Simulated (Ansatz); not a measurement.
CH2Cl2 on a (111) slab of Au (Fm-3m (No. 225)), 3 planes, outer planes Au (top) and Au (bottom), 1 a cell of 29.2 Å², relaxed and still whole (its atoms last):

```yaml
crystal:
  lattice:
    - [5.80279, 0.00000, 0.00000]
    - [-2.90140, 5.02536, 0.00000]
    - [0.00000, 0.00000, 24.54956]
  atoms:
    - { symbol: Au, position: [0.33333, 0.16667, 0.32587] }
    - { symbol: Au, position: [0.33333, 0.66667, 0.32587] }
    - { symbol: Au, position: [0.83333, 0.16667, 0.32587] }
    - { symbol: Au, position: [0.83333, 0.66667, 0.32587] }
    - { symbol: Au, position: [0.66472, 0.32983, 0.42755] }
    - { symbol: Au, position: [0.66410, 0.82969, 0.42745] }
    - { symbol: Au, position: [0.16433, 0.32997, 0.42743] }
    - { symbol: Au, position: [0.16456, 0.82961, 0.42752] }
    - { symbol: Au, position: [0.99570, 0.49353, 0.52928] }
    - { symbol: Au, position: [0.99537, 0.99264, 0.52838] }
    - { symbol: Au, position: [0.49579, 0.49273, 0.52892] }
    - { symbol: Au, position: [0.49588, 0.99379, 0.52955] }
    - { symbol: Cl, position: [0.11739, 0.56767, 0.66925] }
    - { symbol: C, position: [0.15628, 0.28279, 0.66999] }
    - { symbol: Cl, position: [0.84372, 0.98273, 0.66942] }
    - { symbol: H, position: [0.26453, 0.28704, 0.63304] }
    - { symbol: H, position: [0.26267, 0.28715, 0.70701] }
```

Computed with DFT PBE+D3(BJ), scalar-relativistic, plane waves, PAW in Ansatz 0.2.0. Cutoff 420 eV; k points 4×4×1 on the computed 17-atom cell (Γ-centred); Gaussian smearing, width 0.10 eV; no spin polarisation. The cell repeats along c with a dipole correction in the vacuum.

It binds with 0.54 eV a molecule against the clean slab and the free molecule (no zero-point or thermal terms); its shortest contact is H–Au 2.86 Å. Take first-order desorption with no barrier to adsorption, no reaction on the face and an assumed prefactor of 10^13 s⁻¹.

Task: How long does a molecule stay at 400 K?

Result: τ = ν⁻¹·exp(E/k_BT) with k_BT = 0.0345 eV: E/k_BT = 15.7, so τ ≈ 6×10^-7 s. At about one hit a site a second (10⁻⁶ mbar) the coverage is near τ × 1 s⁻¹, so a layer needs roughly 2×10^0 mbar.

Task: Where does its peak lie in a desorption experiment heated at 2 K/s?

Result: The peak obeys E/(k_B·T_p²) = (ν/β)·exp(−E/k_BT_p). Solving gives T_p ≈ 201 K (E/k_BT_p = 31.1). An error of 0.1 eV in E moves it by about 37 K, and larger molecules have larger prefactors, which lowers it.

Task: Is this physisorption or chemisorption?

Result: The tightest contact, Cl–Au 3.49 Å, is 1.47 times the sum of covalent radii, and deformation and lateral interaction add up to -0.11 eV; about 0.02 e cross the plane between them. This is physisorption.